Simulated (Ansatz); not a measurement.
YPt3 in space group I4/mmm (No. 139; Pt on 2b, Pt on 4d, Y on 2a) at seven volumes, DFT-r²SCAN in the program Ansatz with PAW potentials, shape and atoms relaxed at each. One row is withheld.

| V (Å³/atom) | P (GPa) |
|---|---|
| 15.940 | 20.79 |
| 16.465 | 12.60 |
| 16.991 | 5.74 |
| 17.516 | 0.00 |
| 18.042 | -4.81 |
| 18.567 | -8.81 |
| 19.093 | ? |

Task: Fit the shown pressures and predict the withheld one.

Result: Third-order Birch–Murnaghan: P = (3/2)B₀(x^(7/2) − x^(5/2))[1 + (3/4)(B′ − 4)(x − 1)] with x = (V₀/V)^(2/3). Least squares on the six rows gives V₀ = 17.516 Å³/atom, B₀ = 174.7 GPa, B′ = 4.93. At V = 19.093, x = 0.9441 and P = -12.18 GPa. The run itself gave -12.15 GPa.

The cell is a constructed one: a structure type filled with these elements; neither database checked (COD, Materials Project) lists it. COD files the formula under space group No. 221. Whether it is the stable phase at ambient conditions was not checked. Symmetry was held in the r²SCAN relaxation; whether a distortion lowers the energy is not shown. No spin polarisation was allowed. Scalar-relativistic: spin–orbit coupling is off unless named, which matters more the heavier the elements.

Potentials: the earlier of the program's two PAW sets.
